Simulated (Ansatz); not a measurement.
Ge2W, first-principles data

Ge2W:
```xyz
6
Lattice="-3.1059 3.1059 2.6374 3.1059 -3.1059 2.6374 3.1059 3.1059 -2.6374" Properties=species:S:1:pos:R:3 pbc="T T T"
Ge     0.8953     4.0012     0.0000
Ge     0.8953     2.2107     2.6374
Ge     2.2107     0.8953     0.0000
Ge     2.2107    -0.8953     2.6374
W      0.0000     0.0000     1.3187
W      0.0000     0.0000     3.9561
```

Space group I4/mcm (No. 140); conventional cell a = 6.212 Å, b = 6.212 Å, c = 5.275 Å, α = 90.00°, β = 90.00°, γ = 90.00°.

Method: PBE (plane waves, PAW; program Ansatz). The cell and atoms are relaxed at this level. Other levels are named where they apply.

Cell and energy:

- Volume per atom: 16.96 Å³
- Density: 10.74 g/cm³
- Formation energy from the elements (no fitted shifts): 0.12 eV/atom

Electronic structure:

* **Electronic character**: metallic (no gap)
* **Density of states at the Fermi level**: 0.21 states/eV per atom (mean over ±0.08 eV)

Mechanics:

- Bulk modulus (Birch–Murnaghan fit) = 157 GPa
- Pressure derivative B′ = 4.6

The cell is a constructed one: a structure type filled with these elements; neither database checked (COD, Materials Project) lists it. COD files the formula under space group No. 139, so this cell is another polymorph or a model. Its standing as an ambient phase is unchecked. The PBE relaxation kept the symmetry of its start; whether a distortion lowers the energy is not shown. The run is not spin-polarised. The references are the lowest solids computed at this level, not always the standard phases. Spin–orbit coupling is left out wherever it is not named.

Potentials: the later of the program's two PAW sets.
